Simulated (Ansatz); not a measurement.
FeTi₂CO₂ in space group P-3m1 (No. 164; O on 2d, Ti on 2d, C on 1a, Fe on 1b), plane-wave PAW PBE+D3(BJ) (Ansatz code), all energies at zero smearing, with the estimated change up to a 700 eV cutoff added, with one set of potentials and settings (totals compare only within such a set). Cell of 6 atoms (2 O, 2 Ti, 1 C, 1 Fe): -10871.626 eV.

```
element                             reference phase  E (eV/atom)
-------  ------------------------------------------  -----------
O         C2/m, 4 atoms in the cell, spin-polarised    -565.0488
Ti                      P6/mmm, 3 atoms in the cell   -2500.3009
C                     P6_3/mmc, 4 atoms in the cell    -251.0887
Fe       Im-3m, 1 atoms in the cell, spin-polarised   -4480.8526
```

Formation energy per atom, worked out: (-10871.626 − 2×(-565.0488) − 2×(-2500.3009) − 1×(-251.0887) − 1×(-4480.8526))/6 = -1.498 eV/atom (-144 kJ per mol of atoms), at 0 K, without zero-point energy or fitted corrections.

The cell is a constructed one: a structure type filled with these elements; neither database checked (COD, Materials Project) lists it. Its standing as an ambient phase is unchecked. The PBE+D3(BJ) relaxation kept the symmetry of its start; whether a distortion lowers the energy is not shown. Spin order of the final state: ferromagnetic, chosen from 5 collinear starts compared on coarse meshes (ties went to the first, and starts can fall back to one state), not a proven ground state. No Hubbard U is applied. The references are the lowest solids computed at this level, not always the standard phases (solids in place of the gases).

Potentials: the later of the program's two PAW sets.
